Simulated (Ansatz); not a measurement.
# Sn₂C (ordering on diamond): the band gap by level of theory

All numbers come from Ansatz 0.2.0. The calculation is non-magnetic, and the structure need not be a phase that has been made.

Sn₂C, ordered on the diamond lattice (P3m1) with 6 atoms a cell (it has left that coordination), relaxed with r2SCAN. It is trigonal, P3m1 (No. 156); a = 3.491 Å, c = 12.466 Å in the conventional setting, 21.92 Å³ an atom. Around C lie 4 Sn at 2.16–2.18 Å; around C lie 4 Sn at 2.17 Å; around Sn lie 7 Sn at 2.93–3.49 Å; around Sn lie 4 C at 2.16–2.17 Å and 9 Sn at 3.49–3.58 Å; around Sn lie 3 C at 2.17 Å and 7 Sn at 2.93–3.49 Å; around Sn lie 1 C at 2.18 Å and 9 Sn at 3.49–3.58 Å.

```cif
data_structure
_symmetry_space_group_name_H-M 'P 1'
_symmetry_Int_Tables_number 1
_cell_length_a 3.4907
_cell_length_b 3.4907
_cell_length_c 12.4659
_cell_angle_alpha 90.000
_cell_angle_beta 90.000
_cell_angle_gamma 120.000
_cell_volume 131.55
loop_
_atom_site_label
_atom_site_type_symbol
_atom_site_fract_x
_atom_site_fract_y
_atom_site_fract_z
_atom_site_occupancy
C1 C 0.00000 0.00000 0.95218 1
C2 C 0.66667 0.33333 0.71557 1
Sn1 Sn 0.33333 0.66667 0.41497 1
Sn2 Sn 0.66667 0.33333 0.88989 1
Sn3 Sn 0.33333 0.66667 0.65022 1
Sn4 Sn 0.00000 0.00000 0.12717 1
```

Relaxed lattice by functional, symmetry kept:
```json
{"functional": "PBE", "k mesh": "12×12×4", "a (Å)": "3.525", "c (Å)": "12.186", "volume (Å³/atom)": "21.86"}
{"functional": "r2SCAN", "k mesh": "12×12×2", "a (Å)": "3.491", "c (Å)": "12.466", "volume (Å³/atom)": "21.92"}
```

On this one geometry the levels give:

| level | k mesh | gap (eV) | kind | edges | least direct gap (eV) | rough cost |
| --- | --- | --- | --- | --- | --- | --- |
| PBE | 12×12×2 | none (overlap 3.40) | – | – | – | 70 core-seconds |
| PBE+SOC | 12×12×2 | none (overlap 3.37) | – | – | – | 5 core-minutes |
| r2SCAN | 12×12×2 | none (overlap 3.68) | – | – | – | 90 core-seconds |

All runs use a smearing of 0.02 eV.
Wave cutoffs: 420 eV, 500 eV (r2SCAN).
Points off the special ones are mesh points or PBE's searched band edges, reused at the other levels.
Costs come from shared machines and give only the order; PBE's includes the band path. The runs had 4 threads of Arm Neoverse N1 (shared host).

With r2SCAN the bands overlap by 3.68 eV (counted from 1, band 32 peaks at K–Γ (0.75 of the way from K) and band 33 bottoms out at K): no gap. PBE+SOC gives no gap: the lowest nominally empty band dips 3.37 eV below the top of the last filled one (its bottom at K, the top at K–Γ (0.75 of the way from K)), so the cell is a metal or semimetal at this level.

No level opens a gap, but no hybrid is among them, and semilocal functionals can close a real gap.

Only the levels marked +SOC include spin-orbit coupling.
